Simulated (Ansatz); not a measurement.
According to plane-wave PAW PBEsol (Ansatz code), SiCO4 in the tetragonal phase (I-4; Si on 2a, C on 2c, O on 8g) relaxes to a = 4.379 Å, c = 6.550 Å. Si has 4 nearest neighbours from 1.63 Å (tetrahedral); C has 4 nearest neighbours from 1.38 Å (tetrahedral). Against the elements it lies at -1.87 eV/atom, with no fitted shifts.

The Kohn–Sham gap is 6.96 eV (indirect). The valence maximum lies at M and the conduction minimum at Γ. Electrons at the band edge weigh 0.56 mₑ (isotropic).

An equation-of-state fit gives a bulk modulus of 63.9 GPa. Perturbation theory gives ε∞ = 2.71 (xx = yy), 2.73 (zz). Letting the ions move raises it to ε0 = 4.89 (xx = yy), 5.27 (zz). Born charges are Si +3.42, C +2.90, O -1.58 e. Without the LO–TO term the highest mode at Γ lies at 1084 cm^-1.

The start of the workflow was typed in or built on a structure type; neither database checked (COD, Materials Project) lists it. Whether it is the stable phase at ambient conditions was not checked. Symmetry was held in the PBEsol relaxation; whether a distortion lowers the energy is not shown. The references are the lowest solids computed at this level, not always the standard phases (solids in place of the gases).

Potentials: the later of the program's two PAW sets.
